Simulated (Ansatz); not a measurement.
A surface is cut from this relaxed crystal of Sr:

```cif
data_structure
_symmetry_space_group_name_H-M 'P 1'
_symmetry_Int_Tables_number 1
_cell_length_a 4.1945
_cell_length_b 4.1945
_cell_length_c 6.8785
_cell_angle_alpha 90.000
_cell_angle_beta 90.000
_cell_angle_gamma 120.000
_cell_volume 104.81
loop_
_atom_site_label
_atom_site_type_symbol
_atom_site_fract_x
_atom_site_fract_y
_atom_site_fract_z
_atom_site_occupancy
Sr1 Sr 0.33333 0.66667 0.25000 1
Sr2 Sr 0.66667 0.33333 0.75000 1
```

Miller indices refer to the conventional cell of P6_3/mmc (No. 194), a = 4.195 Å, b = 4.195 Å, c = 6.879 Å, α = 90.00°, β = 90.00°, γ = 120.00°.

Consider the (100) slab of 6 planes, 9.7 Å thick with 15 Å of vacuum as cut; outer planes Sr (top) and Sr (bottom), all atoms relaxed.

These are results of DFT PBEsol, scalar-relativistic, plane waves, PAW in Ansatz 0.2.0, not measurements. Plane waves to 420 eV, a k mesh through Γ of 8×5×1 on the computed 6-atom cell and Gaussian smearing (0.10 eV); no spin polarisation. The cell repeats along c with a dipole correction in the vacuum.

Problem. Predict the surface energy (mean of both faces).

Solution. 0.51 J/m².

Problem. Predict the work function.

Solution. 2.40 eV.

Problem. The top two planes lie 2.422 Å apart in the bulk. How does relaxation change this?

Solution. The spacing becomes 2.270 Å (-6.3 %).

In some of the runs charge leaks into the vacuum, so their work functions can be off.

The reference crystal is a form of Sr, which isn't its usual structure.